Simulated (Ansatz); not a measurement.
input.yaml (Ansatz)

```yaml
crystal:
  lattice:
    - [-3.2789607029, 3.2796321846, 1.7716474141]
    - [3.2796321846, -3.2789607029, 1.7716474141]
    - [3.2788919712, 3.2788919712, -1.7704175939]
  atoms:
    - { symbol: Ca, position: [0.9999559558, 4.40442e-05, 1.0] }
    - { symbol: Ca, position: [0.7500440442, 0.2499559558, 0.5] }
hamiltonian:
  xc: lda
  pseudopotentials:
    kind: paw
    azcp:
      Ca: "pseudopotentials/Ca.paw.azcp"
basis:
  ecutwfc: 420
  fft_grid_basis: typed
kpoints:
  mp_grid: { grid: [17, 17, 11], shift: [0, 0, 0] }
magnetization:
  spin_polarized: false
scf:
  occupations: { method: fermi_dirac, width: 0.1 }
output:
  write_density: true
  write_potential: true
  elf: true
  volumetric_format: npy
```

Terminal output

```
Warning: the record states the generating functional pbe (its physics header spells it `PBE`), which answers neither for hamiltonian.xc's functional nor for the lda family's — results may be inconsistent (PPs are generated against a specific XC)
Engine: ansatz 0.2.0, aarch64-unknown-linux-gnu
Pseudopotentials: kind: paw
Pseudopotential: Ca, paw, valence charge 10, recommended cutoff 420 eV (normal) 
Functional definition: SPW92
  exchange = slater_x
  correlation = pw_c
Crystal: 2 atoms, lattice volume = 76.206 Å³
Basis set: ecut = 420 eV, 1501 PW (Γ)
Bands: 14, of which v1, the nominal top of the filled ones, is band 10 counted from 1 (9 counted from 0)
Symmetry: 4 space group operations
Space group: C2/c (ITA 15), of the structure as read, at distance tolerance 4.2e-5 Å
k-points: 846 of 3179
Non-local potential: Ca, projectors of the file, l = 0: 3, l = 1: 2, l = 2: 2
PAW form: soft (Blöchl's): semilocal exchange-correlation on the pseudo side does not see the compensation charge
PAW frozen core: Ca, regenerated for the run's functional, and the local potential with it (the file was generated under x = pbe(κ = 0.804, μ = 0.2195149727645171), c = pbe(β = 0.06672455060314922))
PAW one-centre angular grid: Ca, 110 points (default); XC on 64 Gauss nodes
Initial density: superposition of atomic densities (neutral atoms: chi_scale 0, normalization atom), corrected by the library's trained network
Initial wavefunctions: pseudopotential atomic-orbital guess
Functional: x = slater, c = lda
SCF iter   1: F=—  HF=-3544.749672 eV  |F-HF|=—  |Δ(HF+E_count)|=         —  Δρ=3.93e-3  dr2=8.57e-3  ethr=1.77e-3  ⟨swp⟩=6.5  Hψ=74660  notcnv=0
SCF iter   2: F=—  HF=-3544.749582 eV  |F-HF|=—  |Δ(HF+E_count)|=   8.98e-5  Δρ=2.27e-3  dr2=3.27e-3  ethr=4.29e-5  ⟨swp⟩=1.1  Hψ=18812  notcnv=0
SCF iter   3: F=—  HF=-3544.749396 eV  |F-HF|=—  |Δ(HF+E_count)|=   1.86e-4  Δρ=3.85e-4  dr2=2.16e-4  ethr=1.63e-5  ⟨swp⟩=1.1  Hψ=12099  notcnv=0
SCF iter   4: F=—  HF=-3544.749378 eV  |F-HF|=—  |Δ(HF+E_count)|=   1.77e-5  Δρ=1.04e-4  dr2=6.86e-6  ethr=1.08e-6  ⟨swp⟩=1.4  Hψ=12680  notcnv=0
SCF iter   5: F=—  HF=-3544.749378 eV  |F-HF|=—  |Δ(HF+E_count)|=   3.88e-7  Δρ=1.35e-5  dr2=1.31e-7  ethr=3.43e-8  ⟨swp⟩=2.8  Hψ=21045  notcnv=0
SCF iter   6: F=-3544.749378 eV  HF=-3544.749378 eV  |F-HF|=3.86e-9  |Δ(HF+E_count)|=   7.93e-9  Δρ=3.01e-6  dr2=7.55e-9  ethr=5.00e-10  ⟨swp⟩=3.0  Hψ=40400  notcnv=0
SCF 1 converged in 6 iterations: F = -3544.749378 eV  dr2 = 7.55e-9
SCF converged after 6 iterations
Free energy (F): -3544.749378 eV
Harris-Foulkes:  -3544.749378 eV  (|F-HF|=3.86e-9)
Internal energy: -3544.654265 eV  (E = F + TS)
E sigma→0 (E₀):  -3544.701822 eV
Entropy (-TS):   -0.095113 eV (-47.556 meV/atom)
Fermi energy:    5.344083 eV
--- Per-component energies (eV) ---
  E_band       = -336.024494
  E_kinetic    = 552.586575
  E_local      = -1663.197403  (includes V_loc(G=0)·N_el)
  E_nonlocal   = 134.690898
  E_hartree    = 554.440986
  E_xc         = -268.167197
  E_vxc        = -337.033715  (∫ρ·V_xc dr)
  E_paw        = -1632.476791  (= ΣΔE_a)
  E_vpaw       = -131.949649  (= ΣTr[D̂ρ^β])
  E_aug_tail   = -0.000010  (compensation charges beyond the density's cutoff)
  E_ewald      = -1223.097654
  E_core_change = 0.566332  (= ΣΔE_core)
  E_smearing   = -0.095113  (= −TS)
  E_closure    = -0.000000  (closes the sum)
  Σ components = -3544.749378   (vs F -3544.749378, Δ=0.00e0)
--- Band table (eV; the first three rows and the last of 846) ---
  k-point 0: bands = ["-36.1313", "-36.0713", "-17.4795", "-17.4795", "-17.2530", "-17.2496", "-17.2283", "-17.2283", "1.3168", "4.9992", "6.1486", "6.4522", "7.0538", "8.4742"]
  k-point 1: bands = ["-36.1300", "-36.0725", "-17.4752", "-17.4751", "-17.2594", "-17.2490", "-17.2343", "-17.2271", "1.3853", "4.9987", "6.0829", "6.4662", "7.0162", "8.3434"]
  k-point 2: bands = ["-36.1265", "-36.0760", "-17.4625", "-17.4625", "-17.2755", "-17.2514", "-17.2472", "-17.2259", "1.5885", "4.9222", "5.9758", "6.5104", "6.9209", "8.0418"]
  k-point 845: bands = ["-36.1012", "-36.1004", "-17.5219", "-17.5189", "-17.2536", "-17.2524", "-17.2032", "-17.2009", "4.0884", "4.2430", "5.1263", "5.2456", "7.0205", "7.0210"]
```
